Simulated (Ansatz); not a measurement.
A relaxed cell of P (Pm-3m (No. 221)), relaxed on a k-mesh at least as fine as the one used below. Level of theory: r2SCAN (plane waves to 500 eV, PAW, scalar-relativistic; Ansatz, a program for electronic structure). Γ-centred k-mesh 13×13×13 on the run's cell (coarser than for final values), Fermi–Dirac smearing 0.05 eV.

```xyz
2
Lattice="4.8727 0.0000 0.0000 2.4363 2.4363 0.0000 2.4363 0.0000 2.4363" Properties=species:S:1:pos:R:3 pbc="T T T"
P      0.0000     0.0000     0.0000
P      2.4363     0.0000     0.0000
```

The atoms are displaced along an unstable phonon of this cell by (Å):

```
atom     ux     uy      uz
----  -----  -----  ------
P1    0.000  0.000   0.150
P2    0.000  0.000  -0.150
```

Question: What forces (eV/Å) and pressure result?

Answer: 
| atom | Fx | Fy | Fz |
|---|---|---|---|
| P1 | 0.00 | 0.00 | -1.14 |
| P2 | 0.00 | 0.00 | 1.14 |

Pressure +7.9 GPa.

The undisplaced cell is probably no minimum: from this displacement the run went on to I4/mmm (No. 139), 0.03 eV/atom below it.

No spin polarisation in the result. The relaxed primitive cell holds an odd number of electrons. A magnetic state may lie lower.

The relaxed structure has the type that P is known to take under pressure; here it was relaxed at zero pressure, from a generated start.
